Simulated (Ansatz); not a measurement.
Relaxed-ion elastic tensor of SnO2 (rutile, P4_2/mnm) in GPa (Voigt order), PBEsol (plane waves, PAW; program Ansatz); density 6.85 g/cm³, 12.18 Å³ per atom.

```
 230   162   143   0.0   0.0   0.0
 162   230   143   0.0   0.0   0.0
 143   143   404   0.0   0.0   0.0
 0.0   0.0   0.0  89.5   0.0   0.0
 0.0   0.0   0.0   0.0  89.5   0.0
 0.0   0.0   0.0   0.0   0.0   191
```

Question: Is the crystal mechanically stable?

Answer: Yes: the smallest eigenvalue of C is 68.2 GPa.

Question: Work out the Voigt, Reuss and Hill averages.

Answer: K_V = 196, K_R = 187, K_H = 191; G_V = 102, G_R = 74.7, G_H = 88.2 GPa.

Question: Give Young's modulus, Poisson's ratio, Pugh's ratio and the universal anisotropy index.

Answer: E = 9KG/(3K + G) = 229 GPa; ν = 0.30; K/G = 2.17 (ductile by the Pugh limit of 1.75); A_U = 5G_V/G_R + K_V/K_R − 6 = 1.86.

Question: Estimate the sound speeds and the Debye temperature.

Answer: v_l = √((K + 4G/3)/ρ) = 6710 m/s, v_t = √(G/ρ) = 3590 m/s, mean 4010 m/s; Θ = (h/k)(3n/4πV)^(1/3) v_m = 519 K.

Question: How much does each axis shrink under pressure?

Answer: Linear compressibilities β_i = Σ_j S_ij (j = 1 to 3): x 2.2, y 2.2, z 0.89 per TPa.

The cell was relaxed with PBEsol under the symmetry of its start. Scalar-relativistic: spin–orbit coupling is off unless named, which matters more the heavier the elements.

Potentials: the later of the program's two PAW sets.
